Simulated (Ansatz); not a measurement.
Cr$_{2}$C:
```xyz
6
Lattice="3.1230 0.0000 0.0000 0.0000 3.1230 0.0000 0.0000 0.0000 5.6584" Properties=species:S:1:pos:R:3 pbc="T T T"
Cr     0.0000     0.0000     0.0000
Cr     1.5615     1.5615     0.0000
Cr     1.5615     0.0000     2.0181
Cr     0.0000     1.5615     3.6404
C      1.5615     0.0000     4.0650
C      0.0000     1.5615     1.5934
```
The run is spin-polarised; directions of the spins, atom by atom: 0 0 ↑ ↑ 0 0.

This is the PBE-relaxed structure.

### Question
All from PBE in the plane-wave PAW code Ansatz, unless another level is named. Estimate the electronic character.

### Answer
metallic (no gap).

### Question
What about the formation energy from the elements (no fitted shifts)?

### Answer
0.23 eV/atom.

### Question
What about the density of states at the Fermi level?

### Answer
0.86 states/eV per atom (mean over ±0.08 eV).

Space group P4/nmm. A made-up cell: these elements were put on the sites of a structure type; neither database checked (COD, Materials Project) lists it. Whether it is the stable phase at ambient conditions was not checked. The cell was relaxed with PBE under the symmetry of its start; its stability against distortions is not shown here. The final state is ferromagnetic, chosen from 2 collinear starts compared on coarse meshes (ties went to the first, and starts can fall back to one state), not a proven ground state. The references are the lowest solids computed at this level, not always the standard phases.

Potentials: the later of the program's two PAW sets.
